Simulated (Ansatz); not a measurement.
SrO:
```
SrO
1.0
    0.00000     2.53233     2.53233
    2.53233     0.00000     2.53233
    2.53233     2.53233     0.00000
Sr O
1 1
Direct
  0.50000   0.50000   0.50000
  0.00000   0.00000   0.00000
```

Relaxed with LDA.

Problem. Give the optical modes at the zone centre with their infrared and Raman activity from DFPT, DFT-LDA in the program Ansatz with PAW potentials.

Solution. Transverse frequencies, without the LO–TO term; a row sums one degenerate level.

```csv
ω (cm⁻¹),degeneracy,IR ((D/Å)²/amu),Raman (Å⁴/amu),activity,symmetry
216,3,31.29,0,IR,T1u
```

Problem. How high does the top mode go among those that the LO–TO term moves?

Solution. 473 cm⁻¹ for q along x.

Space group Fm-3m (rock salt). The cell was relaxed with LDA under the symmetry of its start.

Potentials: the earlier of the program's two PAW sets. The files were generated under PBE; for other functionals the program regenerates the frozen cores, and for LDA and PBEsol the local potential too.
